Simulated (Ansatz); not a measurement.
# Thickness series of a surface: fcc Au (110)

All-electron LAPW in Ansatz 0.2.0 under PBE, scalar-relativistic, energies extrapolated to zero smearing, no spin–orbit coupling, no spin polarisation. The 1×1 slabs (area 12.22 Å²) are cut from the bulk relaxed on PAW files, and their atoms are relaxed; γ counts from the bulk energy, Δd12 is the change of the outer spacing. No reconstruction is allowed, and meshes differ a little between slabs.

```
planes  γ (J/m²)  Φ (eV)  Δd12 (%)
     1     1.092    6.22         –
     3     0.942    5.16      -3.8
     4     0.884    4.97         ?
     5     0.903    4.91         ?
     6     0.909    4.98     -14.0
```

Q: What belongs in the row "4", column "Δd12 (%)"?

A: -20.0.

Q: Fill in "Δd12 (%)" for the row "5".

A: -11.6.

Q: How far have the values settled with thickness?

A: Between 5 and 6 planes γ moves by +0.6 % and Φ by +0.07 eV. Thin films carry quantum-size oscillations, so two neighbours that agree don't prove convergence.
